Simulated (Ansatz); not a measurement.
The start is a relaxed ZrC cell with every coordinate shifted by Gaussian noise of σ = 0.3 Å. A full variable-cell relaxation at zero pressure is run with PBEsol (plane waves to 420 eV, PAW, scalar-relativistic; Ansatz, a quantum-chemistry and plane-wave program). The first steps use a coarse 9×9×9 k-mesh.

Initial structure:
```yaml
crystal:
  lattice:
    - [0.00000, 2.33445, 2.33445]
    - [2.33445, 0.00000, 2.33445]
    - [2.33445, 2.33445, 0.00000]
  atoms:
    - { symbol: Zr, position: [0.91917, 0.15999, 0.08486] }
    - { symbol: C, position: [0.46670, 0.65178, 0.48939] }
```

- Initial pressure = +7 GPa (positive: the cell is compressed)
- Largest initial force = about 2.2 eV/Å, on Zr1, C2 (atoms numbered as listed)
- Energy released = 0.15 eV/atom
- Relative to the parent = The parent structure is recovered, Fm-3m (No. 225)
- Shortest distances (start → end) = The closest pairs of elements (up to four, under 3.6 Å), start → end: C–Zr 2.10 → 2.33 Å; C–C 3.30 → 3.30 Å; Zr–Zr 3.30 → 3.30 Å
- Optimiser moves = 8

Relaxed structure:

Space group Fm-3m (No. 225); a = b = c = 4.6689 Å, α = β = γ = 90.00°

| atom | site | symmetry | x | y | z |
|---|---|---|---|---|---|
| Zr | 4a | m-3m | 0.0000 | 0.0000 | 0.0000 |
| C | 4b | m-3m | 0.5000 | 0.5000 | 0.5000 |
(The calculation used a cell of 2 atoms; values per cell refer to that cell.)

Final values are on a 17×17×17 k-mesh of the relaxed cell. No spin polarisation in the result.
